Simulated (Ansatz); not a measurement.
Consider the following.

SiO2:
```cif
data_O16Si8
_chemical_formula_sum 'Si8 O16'
_space_group_name_H-M_alt 'P 1'
_space_group_IT_number 1
_cell_length_a 4.72361
_cell_length_b 8.36744
_cell_length_c 5.03887
_cell_angle_alpha 90.000
_cell_angle_beta 90.000
_cell_angle_gamma 90.000
loop_
_space_group_symop_operation_xyz
  'x, y, z'
loop_
_atom_site_label
_atom_site_type_symbol
_atom_site_fract_x
_atom_site_fract_y
_atom_site_fract_z
_atom_site_occupancy
Si1 Si 0.12695 0.12781 0.88833 1
Si2 Si 0.62695 0.37219 0.11167 1
Si3 Si 0.37305 0.87219 0.38833 1
Si4 Si 0.87305 0.62781 0.61167 1
Si5 Si 0.87305 0.87219 0.11167 1
Si6 Si 0.37305 0.62781 0.88833 1
Si7 Si 0.62695 0.12781 0.61167 1
Si8 Si 0.12695 0.37219 0.38833 1
O1 O 0.82053 0.01056 0.84965 1
O2 O 0.32053 0.48944 0.15035 1
O3 O 0.67947 0.98944 0.34965 1
O4 O 0.17947 0.51056 0.65035 1
O5 O 0.17947 0.98944 0.15035 1
O6 O 0.67947 0.51056 0.84965 1
O7 O 0.32053 0.01056 0.65035 1
O8 O 0.82053 0.48944 0.34965 1
O9 O 0.45633 0.23195 0.88784 1
O10 O 0.95633 0.26805 0.11216 1
O11 O 0.04367 0.76805 0.38784 1
O12 O 0.54367 0.73195 0.61216 1
O13 O 0.54367 0.76805 0.11216 1
O14 O 0.04367 0.73195 0.88784 1
O15 O 0.95633 0.23195 0.61216 1
O16 O 0.45633 0.26805 0.38784 1
```

This is the PBE-relaxed structure.

### Question
All from plane-wave PAW PBE (Ansatz code), unless another level is named. Predict the bulk modulus (Birch–Murnaghan fit).

### Answer
253 GPa.

### Question
What about the highest zone-centre frequency (without LO–TO term)?

### Answer
943 cm^-1.

Space group Pbca. The cell is a constructed one: a structure type filled with these elements; neither database checked (COD, Materials Project) lists it. It is not the phase usual at ambient conditions (space group No. 92, 152, 154). Symmetry was held in the PBE relaxation; of distortions, only those at the zone centre were tested.

Potentials: the later of the program's two PAW sets.
